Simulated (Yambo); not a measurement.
TiTl2F6 (space group P-3m1, No. 164), G0W0@LDA in Yambo with this input:

```
rim_cut
gw0
dyson
el_el_corr
HF_and_locXC
ppa
em1d
RandQpts= 1000000
RandGvec= 1 Ry
EXXRLvcs= 84 Ry
VXCRLvcs= 336 Ry
Chimod= "HARTREE"
% BndsRnXp
 2 | 222 |
%
NGsBlkXp= 7 Ry
% LongDrXp
 1.0 | 1.0 | 1.0 |
%
PPAPntXp= 27.2114 eV
% GbndRnge
 1 | 222 |
%
GTermKind= "BG"
DysSolver= "n"
ExtendOut
```

On a 3×3×2 mesh, with wavefunctions cut at 84 Ry, the gap (K → Γ) is 7.518 eV and the valence edge shifts by -1.531 eV.

Question: What happens with this change: exchange cut at 5 Ry?

Answer: The gap rises by 1.114 eV, to 8.632 eV; the shift of the valence edge becomes 1.640 eV. Neither run is shown to be the converged limit. The mesh misses a band edge: along a dense path the LDA gap is 3.81 eV against 3.89 eV on the mesh.

The standard potential for Tl keeps a d shell in the valence without the s and p states of that shell. In tests on such compounds this moved G0W0 gaps by up to about 0.9 eV, so absolute quasiparticle energies here are unreliable; differences between settings are what counts.

Spin-orbit coupling is not included.

Geometry of the Materials Project entry, not relaxed at this level; primitive cell a = b = 5.9191 Å, c = 4.7642 Å, α = β = 90.00°, γ = 120.00°.

The structure is a Materials Project entry; no match was found in the copy of COD used, and its stability was not checked.

A shift is the quasiparticle energy of the state minus its LDA energy.
